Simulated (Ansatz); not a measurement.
LaScHO$_{2}$ in space group P4/mmm (No. 123; La on 1d, Sc on 1a, O on 2f, H on 1b) under volume change, plane-wave PAW PBEsol (Ansatz code), shape and atoms relaxed at each volume.

| V (Å³/atom) | E − E(relaxed) (meV/atom) | P (GPa) |
|---|---|---|
| 11.372 | 49.3 | 15.28 |
| 11.747 | 20.7 | 9.34 |
| 12.122 | 4.9 | 4.30 |
| 12.497 | 0.0 | 0.00 |
| 12.872 | 4.4 | -3.65 |
| 13.247 | 16.6 | -6.76 |
| 13.622 | 35.6 | -9.39 |

Question: What does a third-order Birch–Murnaghan fit give for V₀, B₀ and B′?

Answer: V₀ = 12.50 Å³/atom, B₀ = 132 GPa, B′ = 4.4.

The start of the workflow was typed in or built on a structure type; neither database checked (COD, Materials Project) lists it. Whether it is the stable phase at ambient conditions was not checked. Symmetry was held in the PBEsol relaxation; its stability against distortions is not shown here. The run is not spin-polarised. Scalar-relativistic: spin–orbit coupling is off unless named, which matters more the heavier the elements.

Potentials: the earlier of the program's two PAW sets. The files were generated under PBE; for other functionals the program regenerates the frozen cores, and for LDA and PBEsol the local potential too.
